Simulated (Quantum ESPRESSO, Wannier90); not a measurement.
Tight-binding from DFT: Ta$_{2}$C (P-3m1)

```yaml
crystal:
  lattice:
    - [3.11489, 0.00000, 0.00000]
    - [-1.55745, 2.69757, 0.00000]
    - [0.00000, 0.00000, 4.93930]
  atoms:
    - { symbol: Ta, position: [0.33333, 0.66667, 0.25390] }
    - { symbol: Ta, position: [0.66667, 0.33333, 0.74610] }
    - { symbol: C, position: [0.00000, 0.00000, 0.00000] }
```

Cell from Materials Project (mp-7088), symmetrised, no further relaxation. COD (Crystallography Open Database) has an entry of this formula and space group (matched by these alone). Method: LDA plane waves in Quantum ESPRESSO 7.5 (PseudoDojo norm-conserving files, 66 Ry, no spin polarisation, no spin-orbit coupling), Bloch states on a 6×6×4 mesh through Γ, Wannier90 4.0.1. Density: 12×12×6 mesh, cold smearing 0.01 Ry. Spin-orbit coupling is left out although heavy elements are present.

Base run: 22 functions from bands 9-42 of the 42 computed, start hydrogen-like Ta: s;p;d; C: s;p, centres 0.05 Å off the atoms, frozen window up to 1.50 eV relative to the Fermi level, outer window open. One thing is changed at a time; window edges are relative to the Fermi level. The misfit compares interpolated bands with pw.x on a high-symmetry path, for states up to 1.0 eV relative to the Fermi level. Converged means that the tolerances were met: symmetric starts can stop on a saddle, which shows as a larger Ω_OD at equal Ω_I and can move the misfit too.

```csv
setting,functions,frozen to (eV),Ω_I (Å²),Ω_D (Å²),Ω_OD (Å²),rms misfit (meV),worst (meV),ended
base,22,1.50,21.99,0.03,5.43,7.4,59,converged
frozen window to 1.00 eV,22,1.00,21.94,0.03,5.26,11,94,converged
frozen window to 0.50 eV,22,0.50,21.92,0.03,5.19,14,123,converged
outer window to 22.76 eV,22,1.50,28.47,0.16,8.40,13,132,converged
```

Runs of this sweep that didn't settle are not listed.
